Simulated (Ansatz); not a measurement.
V3Ru in space group Fm-3m (No. 225; V on 8c, V on 4b, Ru on 4a), DFT-r²SCAN in the program Ansatz with PAW potentials, all energies at zero smearing, with the estimated change up to a 700 eV cutoff added, with one set of potentials and settings (totals compare only within such a set). Cell of 4 atoms (3 V, 1 Ru): -14643.203 eV.

```tsv
element	reference phase	E (eV/atom)
V	Im-3m, 1 atoms in the cell	-2917.0669
Ru	P6_3/mmc, 2 atoms in the cell	-5890.7039
```

Formation energy per atom, worked out: (-14643.203 − 3×(-2917.0669) − 1×(-5890.7039))/4 = -0.325 eV/atom (-31 kJ per mol of atoms), at 0 K, without zero-point energy or fitted corrections.

The workflow started from a Materials Project entry (that database holds measured and hypothetical structures alike); the Crystallography Open Database copy checked does not list it. With V and Ru taken as one species the cell has the higher symmetry Im-3m, so it may be an ordered model of a mixed-site phase. Its standing as an ambient phase is unchecked. The cell was relaxed with r²SCAN under the symmetry of its start; whether a distortion lowers the energy is not shown. No spin polarisation was allowed. The references are the lowest solids computed at this level, not always the standard phases.

Potentials: the later of the program's two PAW sets.
